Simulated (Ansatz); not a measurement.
A relaxed cell of Sn3P4 is given with its symmetry left out. The cell was found from a structure generator's guess, not taken from experiment.

Level of theory: DFT PBE, scalar-relativistic, plane waves, PAW in Ansatz 0.2.0. Cutoff 420 eV, Γ-centred mesh, Gaussian smearing, no spin polarisation.

```
Sn P
1.0
     3.58996    0.00000    0.00000
     0.00000    3.92121    0.00000
     0.00000    0.00000   11.25592
Sn P
3 4
Cartesian
  0.0000 0.0000 2.8015
  1.7950 0.0000 5.6280
  0.0000 0.0000 8.4544
  1.7950 1.9606 1.6209
  0.0000 1.9606 5.6280
  1.7950 1.9606 9.6351
  0.0000 1.9606 0.0000
```

Energies over the elements count from the elements' standard structures at the same level, with no fitted energy shifts. The references include grey tin and black phosphorus.

(1) What space group does it have?

(2) How far does it lie from the elements in energy?

(3) Is it a metal?

(4) From what recipe could a structure generator have reached it?

Answers

(1) Pmmm (No. 47). Conventional cell: a = 3.590 Å, b = 3.921 Å, c = 11.256 Å. Around Sn on a site of symmetry mm2 lie 4 P at 2.91 Å, 2 Sn at 3.35 Å and 4 P at 3.42–3.44 Å; Sn on a site of symmetry mmm has 4 P at 2.66 Å; P on a site of symmetry mm2 has 2 P at 2.42 Å and 4 Sn at 2.91 Å; P on a site of symmetry mmm has 4 Sn at 2.66 Å; 1 more site not described.

(2) +0.27 eV/atom. The separate elements lie lower, so it is unstable against them.

(3) Yes, bands cross the Fermi level on the 10×10×4 mesh.

(4) One such recipe: ordered vacancies on the cation sites of caesium chloride (Pmmm, No. 47). Other recipes can lead to the same cell.

The last run used a 10×10×4 mesh (in the run's order of axes) for its 7-atom cell and Gaussian smearing of 0.10 eV. The reference form of P is held partly by dispersion forces, which this level lacks. Symmetry constrained the relaxation, so the result can be a saddle point.
